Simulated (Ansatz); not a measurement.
Ansatz input file:

```yaml
crystal:
  lattice:
    - [10.2, 0.0, 0.0]
    - [0.0, 9.3, 0.0]
    - [0.0, 0.0, 4.6361880058]
  atoms:
    - { symbol: Ta, position: [0.4431839705, 0.5, 0.0], spin: 1.5 }
    - { symbol: Ta, position: [0.5568160295, 0.5, 0.5], spin: 1.5 }
basis:
  ecutwfc: 500
kpoints:
  mp_grid: { grid: [1, 1, 14] }
hamiltonian:
  xc: r2scan
scf:
  occupations: { method: gaussian, width: 0.05 }
output:
  forces: true
  stress: true
  eigenvalues: true
  populations: true
  write_density: true
  write_potential: true
  elf: true
  volumetric_format: npy
magnetization:
  spin_polarized: true
relax:
  adjacent_minimum: "off"
  f_tol: 0.01
  max_steps: 45
  cell: { fix: [a, b, alpha, beta, gamma], stress_tol: 0.03 }
```

Run as
```bash
ansatz run input.yaml --threads 2 --pin off --max-ram 5120MiB --backend cpu --events-out ev --progress --plain --runs-dir out
```

Level of theory: DFT r2SCAN, scalar-relativistic, plane waves, PAW (Ansatz 0.2.0).

Abridged output (final results; tables in files aren't shown):

```
SCF 8 converged in 10 iterations: F = -19878.662168 eV  dr2 = 1.17e-12
WARN: The output density's exchange-correlation potential varies sharply where the density is thin. Do not read a vacuum level from v_tot or v_xc, or from such a field of the output density. On a cell that repeats whose density bears no net charge and no dipole along the vacuum's axis use v_es (v_loc + v_h of the components); under efield.dipole_correction with no amplitude use v_es + v_field, which holds any external_charges[].barrier, or the levels of the report's work_function block, which leave it out; under a non-zero efield.amplitude the vacuum is tilted and has no level; on a cell that repeats and bears such a dipole with no correction it is tilted too, and efield.dipole_correction wi ...
SCF converged after 10 iterations
Stability not checked: this state was not tested for a lower state beside it, because the mixer in use, unlike msr1, does not test its closes by its own steps (another_mixer; see scf.mixing.algorithm and scf.lower_state_search)
Magnetization: 0.5714 μB (13.2857 up, 12.7143 down)
Absolute magnetization: 0.5896 μB (∫|ρ↑−ρ↓|, with the PAW one-centre terms)
Spin contamination: 0.0063 ħ² per cell (⟨S²⟩ above its minimum at these occupations)
Per-site moments (μB) at R_I (Å): [(0.09136955, 0.96160444), (0.09136955, 0.96160444)]
Free energy (F): -19878.662168 eV
Harris-Foulkes:  -19878.662168 eV  (|F-HF|=0.00e0)
Internal energy: -19878.661899 eV  (E = F + TS)
E sigma→0 (E₀):  -19878.662034 eV
Entropy (-TS):   -0.000269 eV (-0.134 meV/atom)
Fermi energy:    -1.268376 eV
--- Per-component energies (eV) ---
  E_band       = -757.527141
  E_kinetic    = 731.604481
  E_local      = -5993.744139  (includes V_loc(G=0)·N_el)
  E_nonlocal   = 36.788871
  E_hartree    = 2560.773068
  E_xc         = -401.497449
  E_vxc        = -435.543082  (∫ρ·V_xc dr)
  E_paw        = -16847.096678  (= ΣΔE_a)
  E_vpaw       = -241.695317  (= ΣTr[D̂ρ^β])
  E_aug_tail   = 0.000164  (compensation charges beyond the density's cutoff)
  E_vtau       = 23.515688  (kinetic-family band-sum trace: ∫τ·v_τ [+ j·A + Jᵃ·Aᵃ] dr)
  E_ewald      = 36.022343
  E_core_change = -1.512561  (= ΣΔE_core)
  E_smearing   = -0.000269  (= −TS)
--- Forces (eV/Å), atoms counted from 1 ---
  atom   1  Ta     0.00753451     0.00000000     0.00000000
  atom   2  Ta    -0.00753451     0.00000000     0.00000000
--- Stress (GPa, compression-positive) ---
       -0.018823       0.000000       0.000000
        0.000000      -0.021737       0.000000
        0.000000       0.000000      -0.007273
  P = ⅓ Tr σ = -0.0159 GPa (-0.159 kbar)
--- Band table (eV; the first three rows and the last of 16) ---
  k-point 0 ↑: bands = ["-71.2251", "-70.7005", "-38.3881", "-37.4418", "-37.2307", "-36.9622", "-36.6515", "-35.2537", "-5.3351", "-3.0757", "-2.9509", "-2.2679", "-1.1148", "-1.0072", "-0.8634", "-0.7502", "0.1608", "0.3654", "0.7463"]
  k-point 1 ↑: bands = ["-71.2188", "-70.7074", "-38.3814", "-37.4575", "-37.2237", "-36.9349", "-36.6591", "-35.2703", "-5.2604", "-3.1049", "-3.0931", "-2.2435", "-1.1850", "-0.9070", "-0.8891", "-0.4944", "-0.2578", "0.3942", "1.0150"]
  k-point 2 ↑: bands = ["-71.2002", "-70.7276", "-38.3602", "-37.5034", "-37.2029", "-36.8556", "-36.6812", "-35.3202", "-5.0392", "-3.3978", "-3.1682", "-2.1930", "-1.3802", "-0.8955", "-0.8413", "-0.6358", "-0.0088", "0.4806", "1.2147"]
  k-point 7 ↓: bands = ["-70.8987", "-70.8987", "-37.9097", "-37.9097", "-36.8060", "-36.8060", "-35.9309", "-35.9309", "-3.8278", "-3.8278", "-2.6871", "-2.6871", "-1.8334", "-1.8334", "-0.0269", "-0.0269", "1.2210", "1.2210", "1.6933"]
--- Relaxed structure (7 steps of the walk, 7 accepted, 1 SCFs on fresh bases) ---
  F+E_penalty+E_count = -19878.66216794 eV   max|allowed force component| = 7.535e-3 eV/Å   (the final SCF, on the basis selected at the relaxed cell)
  cell:  # Å, volume = 390.3352 Å³
    - [10.2, 1.13462246e-128, -1.73202734e-128]
    - [1.03450871e-128, 9.3, 6.13466054e-129]
    - [-7.87255331e-129, 3.05821931e-129, 4.11485577]
  atoms:
    - { symbol: Ta, position: [0.44627244, 0.5, 3.20333295e-145] }
    - { symbol: Ta, position: [0.55372755, 0.5, 0.5] }
--- Löwdin populations: 2 sites ---
  site symbol q [e]    m [muB]
     0     Ta     12.9353     0.2702
     1     Ta     12.9353     0.2702
  spilling = 0.004978 (of n_electrons = 26.000000)
```

The relaxation met its thresholds.

Time: 4.4 min on 2 threads of Intel(R) Xeon(R) Processor @ 2.70GHz, on a shared host, peak memory 1.6 GiB.

The state reached may not be the lowest one. Spin-orbit coupling is left out, which matters for the bands of heavy elements.